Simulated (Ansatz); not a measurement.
CaPb₃ (Cu3Au type, Pm-3m) at seven volumes, r²SCAN (plane waves, PAW; program Ansatz), scaled uniformly. One row is withheld.

| V (Å³/atom) | P (GPa) |
|---|---|
| 27.039 | ? |
| 27.930 | 2.99 |
| 28.822 | 1.38 |
| 29.713 | 0.01 |
| 30.604 | -1.16 |
| 31.496 | -2.16 |
| 32.387 | -3.01 |

Fit the shown pressures and predict the withheld one.

Third-order Birch–Murnaghan: P = (3/2)B₀(x^(7/2) − x^(5/2))[1 + (3/4)(B′ − 4)(x − 1)] with x = (V₀/V)^(2/3). Least squares on the six rows gives V₀ = 29.720 Å³/atom, B₀ = 42.12 GPa, B′ = 4.30. At V = 27.039, x = 1.0651 and P = 4.88 GPa. The run itself gave 4.91 GPa.

The workflow started from an entry of the Crystallography Open Database (COD). Whether it is the stable phase at ambient conditions was not checked. Symmetry was held in the r²SCAN relaxation; whether a distortion lowers the energy is not shown. Spin–orbit coupling is left out wherever it is not named.

Potentials: the later of the program's two PAW sets.
